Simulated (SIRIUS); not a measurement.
Set-up for a self-consistent single point of MoS2 (R3m, 3 atoms in the cell; from Materials Project mp-1434, changed as shown).

```yaml
crystal:
  lattice:
    - [1.55410, 0.89726, 6.32718]
    - [-1.55410, 0.89726, 6.32718]
    - [0.00000, -1.79452, 6.32718]
  atoms:
    - { symbol: Mo, position: [0.99188, 0.99188, 0.99188] }
    - { symbol: S, position: [0.41294, 0.41294, 0.41294] }
    - { symbol: S, position: [0.25330, 0.25330, 0.25330] }
```

Computed with SIRIUS with LDA (PW92), FP-LAPW (LAPW with two local orbitals a valence shell; core below -3 Ha), all-electron full potential with ZORA scalar-relativistic valence and Dirac core.

SIRIUS settings:

* **parameters.ngridk**: 6 6 6
* **basis**: LAPW with two local orbitals a valence shell, core below -3 Ha
* **unit_cell.atom_type_rmt**: {Mo: 2.26, S: 1.95} bohr
* **parameters.xc_functionals**: [XC_LDA_X, XC_LDA_C_PW]
* **parameters.aw_cutoff**: 7
* **parameters.pw_cutoff**: 20 1/bohr
* **parameters.smearing**: fermi_dirac
* **parameters.smearing_width**: 0.000367493 Ha
* **parameters.electronic_structure_method**: full_potential_lapwlo
* **parameters.lmax_apw**: 8
* **parameters.lmax_rho**: 8
* **parameters.lmax_pot**: 8
* **parameters.auto_rmt**: 0
* **parameters.num_fv_states**: 17
* **parameters.num_mag_dims**: 0
* **parameters.num_dft_iter**: 100
* **parameters.energy_tol**: 1e-07 Ha
* **parameters.density_tol**: 1e-06
* **mixer.type**: broyden2
* **mixer.beta**: 0.4
* **mixer.use_hartree**: false

Results:

```
Item                                                       Result
------------------------------------------------  ---------------
Number of valence electrons                                    26
Number of bands                                                17
Number of k-points after the program's reduction               32
Size of the basis                                             321
Number of SCF iterations                                       18
FFT grid                                             90 × 90 × 90
Free energy E − TS                                -131744.6411 eV
Gap on the k-point mesh                                   0.58 eV
Largest force (vector length)                          5.204 eV/Å
```

Forces (eV/Å):
```csv
atom,Fx,Fy,Fz
Mo1,0.000,0.000,5.204
S2,0.000,0.000,-1.135
S3,0.000,0.000,-4.075
```

The gap is read on the k-point mesh of the run and can differ from the gap over the whole zone at this level.

For comparison: a first run was changed to give this one (atom 1 moved by -0.15 angstrom along z; unit_cell.atom_type_rmt: {Mo: 2.29, S: 1.99} bohr → {Mo: 2.26, S: 1.95} bohr), and from it to this one the largest force goes from 1.037 to 5.204 eV/Å and the gap on the mesh goes from 1.064 to 0.578 eV.

Forces above 1 eV/Å remain at this geometry. The structure comes from a collection of computed structures, made at another level of theory; the collection holds predicted forms beside known ones. Its lattice was then scaled. Values depend on the basis (sphere radii, cutoffs, local orbitals), which need not be converged.

Cost on one core: roughly 70 core-seconds.
